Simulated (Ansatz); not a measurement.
Si₂BAs:
```yaml
crystal:
  lattice:
    - [1.78521, 1.03069, 6.02143]
    - [-1.78521, 1.03069, 6.02143]
    - [0.00000, -2.06138, 6.02143]
  atoms:
    - { symbol: B, position: [0.99436, 0.99436, 0.99436] }
    - { symbol: As, position: [0.11149, 0.11149, 0.11149] }
    - { symbol: Si, position: [0.50697, 0.50697, 0.50697] }
    - { symbol: Si, position: [0.63721, 0.63721, 0.63721] }
```

Relaxed with r²SCAN.

**Question.** Map the electron localisation function on the plane through (0.994, 0.994, 0.994) spanned by u = [1, 0, 0] and v = [-1, 1, 1] in lattice vectors, from the program Ansatz at the r²SCAN level (PAW).

**Answer.** x is the fraction of u, y of v (the angle between them is 53°; rows are the nearest grid lines); atoms in the plane: B at (0.00, 0.00), As at (0.23, 0.12), Si at (0.03, 0.51), Si at (0.29, 0.64).
```
|001477776555566543210000013554100|
|212456666655555543210000001234432|
|666777654455544432110000000124556|
|789999976321111111000000000001357|
|689999997531100000000000000001246|
|357899998864210000000000001111223|
|456778887765420000000001112223344|
|887764334433443100000012234445678|
|899998633553345421000012345544468|
|689999853343345542000011345553346|
|457999997422345654200000134553234|
|565799998643345654210000123443235|
|234457998764444544210000001233322|
|333345788754333433210000000123433|
|678887666543211111100000000001356|
|789998875432100000000000000001357|
|678899886421000000000000000001246|
|566777776542100000000001111111245|
|566655556543210000000012233222245|
|677641001354431000000013456654446|
|677752000135543100000013466665556|
|468886310013555421000001356765324|
|137887631113565532100001246664101|
|001477776555566543210000013554100|
```
Scale: ten equal steps from 0.000 (start of '0') to 0.962 (end of '9'), in the order '0123456789'; x runs from 0.000 to 1.00, y from 0.000 (bottom) to 1.00 (top).

The density is the valence pseudo-density with augmentation charge, so density and ELF within about 1 Å of a nucleus are not all-electron values.

Space group R3m. The start of the workflow was typed in or built on a structure type; neither database checked (COD, Materials Project) lists it. Its standing as an ambient phase is unchecked. The r²SCAN relaxation kept the symmetry of its start; whether a distortion lowers the energy is not shown. The volume moved by 17 % from the start of the relaxation.

Potentials: the earlier of the program's two PAW sets.
